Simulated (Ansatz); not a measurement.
Mg2TeS:
```cif
data_Mg6S3Te3
_chemical_formula_sum 'Mg6 Te3 S3'
_space_group_name_H-M_alt 'R3m :H'
_space_group_IT_number 160
_space_group_name_Hall 'R 3 -2"'
_cell_length_a 4.21202
_cell_length_b 4.21202
_cell_length_c 20.83972
_cell_angle_alpha 90.000
_cell_angle_beta 90.000
_cell_angle_gamma 120.000
loop_
_atom_site_label
_atom_site_type_symbol
_atom_site_symmetry_multiplicity
_atom_site_Wyckoff_symbol
_atom_site_fract_x
_atom_site_fract_y
_atom_site_fract_z
_atom_site_occupancy
Mg1 Mg 3 a 0.00000 0.00000 0.99058 1
Mg2 Mg 3 a 0.00000 0.00000 0.51043 1
Te1 Te 3 a 0.00000 0.00000 0.12241 1
S1 S 3 a 0.00000 0.00000 0.62655 1
```
(The calculation used a cell of 4 atoms; values per cell refer to that cell.)

Relaxed with LDA.

Q: Which orbitals make up the states near the band edges in DFT-LDA in the program Ansatz with PAW potentials?

A: Top 1 eV of the valence band: Te 5p 92 %. Bottom 1 eV of the conduction band: Mg 3s 37 %, S 3s 9 %, outside the projected shells 43 %. Projections are on Löwdin-orthogonalised atomic valence shells; empty p or d shells of many metals are not among them.

Q: Tabulate the density of states.

A: States/eV per cell of 4 atoms, in 0.25 eV bins, energy from the valence-band maximum.

```tsv
E (eV)	total	S 3p	Te 5p	Mg 3s
-7.85	0.00	0.00	0.00	0.00
-7.60	0.00	0.00	0.00	0.00
-7.35	0.00	0.00	0.00	0.00
-7.10	0.00	0.00	0.00	0.00
-6.85	0.00	0.00	0.00	0.00
-6.60	0.00	0.00	0.00	0.00
-6.35	0.00	0.00	0.00	0.00
-6.10	0.00	0.00	0.00	0.00
-5.85	0.00	0.00	0.00	0.00
-5.60	0.00	0.00	0.00	0.00
-5.35	0.00	0.00	0.00	0.00
-5.10	0.00	0.00	0.00	0.00
-4.85	0.00	0.00	0.00	0.00
-4.60	0.00	0.00	0.00	0.00
-4.35	1.07	0.67	0.16	0.21
-4.10	3.75	2.40	0.46	0.79
-3.85	3.33	1.68	0.86	0.69
-3.60	3.79	1.50	1.45	0.70
-3.35	2.54	1.50	0.53	0.36
-3.10	1.97	1.54	0.19	0.15
-2.85	2.77	1.93	0.63	0.11
-2.60	4.31	3.07	1.00	0.10
-2.35	3.86	2.62	1.04	0.08
-2.10	3.80	2.08	1.49	0.09
-1.85	2.72	0.53	1.98	0.08
-1.60	3.20	0.67	2.36	0.06
-1.35	3.50	0.84	2.52	0.04
-1.10	2.17	0.33	1.74	0.02
-0.85	2.17	0.12	1.97	0.02
-0.60	1.36	0.04	1.26	0.01
-0.35	1.06	0.02	1.00	0.00
-0.10	0.61	0.01	0.59	0.00
0.15	0.00	0.00	0.00	0.00
0.40	0.00	0.00	0.00	0.00
0.65	0.00	0.00	0.00	0.00
0.90	0.00	0.00	0.00	0.00
1.15	0.00	0.00	0.00	0.00
1.40	0.00	0.00	0.00	0.00
1.65	0.05	0.00	0.00	0.03
1.90	0.10	0.01	0.00	0.06
2.15	0.31	0.01	0.01	0.10
2.40	0.70	0.03	0.03	0.19
2.65	1.24	0.06	0.05	0.35
2.90	1.79	0.10	0.07	0.49
3.15	2.47	0.14	0.10	0.66
3.40	1.71	0.10	0.06	0.42
3.65	2.23	0.10	0.08	0.51
3.90	3.17	0.12	0.13	0.66
4.15	2.91	0.12	0.15	0.69
4.40	2.54	0.16	0.16	0.74
4.65	2.58	0.16	0.15	0.69
4.90	2.91	0.11	0.12	0.48
5.15	3.24	0.07	0.15	0.46
5.40	2.90	0.08	0.13	0.44
5.65	3.72	0.08	0.12	0.41
5.90	3.85	0.09	0.07	0.30
6.15	4.89	0.11	0.10	0.38
```

The first step of the workflow began from a Materials Project structure, measured or hypothetical; the Crystallography Open Database copy checked does not list it. Whether it is the stable phase at ambient conditions was not checked. The LDA relaxation kept the symmetry of its start; of distortions, only those at the zone centre were tested. Scalar-relativistic: spin–orbit coupling is off unless named, which matters more the heavier the elements.

Potentials: the later of the program's two PAW sets.
